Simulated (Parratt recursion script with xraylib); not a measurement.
# X-ray reflectivity of TiB2 on Al2O3 at several surface roughnesses

```
layer, from the top  thickness (Å)  density (g/cm³)  rms roughness of its top face (Å)  δ (10⁻⁶)  β (10⁻⁶)
-------------------  -------------  ---------------  ---------------------------------  --------  --------
TiB2                           600            4.507                             varied     2.844   0.04109
Al2O3 (substrate)                –            3.873                                1.8     2.590  0.007132
```

The refractive index is n = 1 − δ + iβ. Vacuum lies above.

Densities are inputs, not measurements. They were set from computed cells of the Materials Project: TiB2 from entry mp-1145 (P6/mmm, 4.507 g/cm³); Al2O3 from entry mp-1143 (R-3c, 3.873 g/cm³). A layer's crystal structure does not enter its constants, only its composition and density.

Model: specular X-ray reflectivity, Parratt recursion, Névot-Croce roughness, xraylib tables. Program: Parratt recursion script with xraylib 4.3.0.

Photon energy 17.479 keV (λ = 0.7093 Å), s polarisation. The grazing angle θ is scanned from 0.05° to 1.84° in 900 evenly spaced points, and the curve is smoothed with a Gaussian of 0.004° full width. A maximum is a scan point above both neighbours; its place and height come from a parabola through R at the three points.

The table follows two fringe maxima, those next to orders 18.5 and 53.5 of m = (2d/λ)(sin²θ − 2δ)^½, through runs that differ in the roughness σ₁ of the film surface alone.

| σ₁ (Å) | θ of the first (°) | R there | θ of the second (°) | R there |
|---|---|---|---|---|
| 2 | 0.641 | 1.36 × 10⁻⁴ | 1.817 | 6.85 × 10⁻⁷ |
| 4 | 0.641 | ? | 1.818 | ? |

Question: Estimate the two heights for σ₁ = 4 Å.

Answer: At a maximum the amplitudes from the film's two faces add: R ≈ (|r₁|g₁ + |r₂|g₂A)². Here q₀ = 4π sin θ/λ, qⱼ = (q₀² − 32π²δⱼ/λ²)^½ (1 film, 2 substrate), |r₁| = |q₀² − q₁²|/(q₀ + q₁)², |r₂| = |q₁² − q₂²|/(q₁ + q₂)² with the numerators taken from the constants, g₁ = exp(−q₀q₁σ₁²/2), g₂ = exp(−q₁q₂σ₂²/2), and A = exp(−16π²β₁d/(λ²q₁)) for absorption in the film.

Check on a shown row, σ₁ = 2 Å, second maximum: q₀ = 0.5617, q₁ = 0.5601, q₂ = 0.5603 Å⁻¹; |r₁| = 0.00142, |r₂| = 1.27 × 10⁻⁴; g₁ = 0.533, g₂ = 0.601, A = 0.986; R ≈ 6.92 × 10⁻⁷ against 6.85 × 10⁻⁷ in the table.

- σ₁ = 4 Å, first maximum: q₀ = 0.1982, q₁ = 0.1936, q₂ = 0.1941 Å⁻¹; |r₁| = 0.0116, |r₂| = 0.00106; g₁ = 0.736, g₂ = 0.941, A = 0.961; R ≈ 9.02 × 10⁻⁵.
- σ₁ = 4 Å, second maximum: q₀ = 0.5621, q₁ = 0.5605, q₂ = 0.5607 Å⁻¹; |r₁| = 0.00142, |r₂| = 1.27 × 10⁻⁴; g₁ = 0.0804, g₂ = 0.601, A = 0.986; R ≈ 3.59 × 10⁻⁸.

The run gave 8.96 × 10⁻⁵ and 3.52 × 10⁻⁸; the estimates are 1.01 and 1.02 times these.
